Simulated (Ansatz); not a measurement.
ZrGeTe:
```
CELL_PARAMETERS angstrom
      3.84519     0.00000     0.00000
      0.00000     3.84519     0.00000
      0.00000     0.00000     8.54722
ATOMIC_POSITIONS crystal
  Ge 0.00000 0.00000 0.00000
  Ge 0.50000 0.50000 0.00000
  Te 0.00000 0.50000 0.62014
  Te 0.50000 0.00000 0.37986
  Zr 0.00000 0.50000 0.24820
  Zr 0.50000 0.00000 0.75180
```

Relaxed with PBEsol. Special points in fractions of this cell's reciprocal vectors: Γ (0.000, 0.000, 0.000); X (0.000, 0.500, 0.000); M (0.500, 0.500, 0.000); Z (0.000, 0.000, 0.500); R (0.000, 0.500, 0.500); A (0.500, 0.500, 0.500).

List the band energies nearest the Fermi level at these points for the program Ansatz at the PBEsol with spin–orbit coupling level (PAW).

In eV from the Fermi level; about four levels below and three above (degenerate sets whole), none deeper than 8.9 eV; points with the same levels are listed once.

| k | below | above |
|---|---|---|
| Γ | -0.19 -0.19 0.00 0.00 | 1.06 1.06 1.16 1.16 |
| X | -0.71 -0.71 -0.71 -0.71 | 0.55 0.55 0.55 0.55 |
| M | -2.03 -2.03 -2.03 -2.03 | 2.42 2.42 2.42 2.42 |
| Z | -1.06 -1.06 -0.57 -0.57 | 0.12 0.12 0.28 0.28 |
| R | -0.41 -0.41 -0.41 -0.41 | 0.88 0.88 0.88 0.88 |
| A | -2.03 -2.03 -2.03 -2.03 | 1.38 1.38 1.38 1.38 |

Space group P4/nmm. The workflow started from an entry of the Crystallography Open Database (COD). Its standing as an ambient phase is unchecked. Symmetry was held in the PBEsol relaxation; whether a distortion lowers the energy is not shown. No spin polarisation was allowed.

Potentials: the later of the program's two PAW sets.
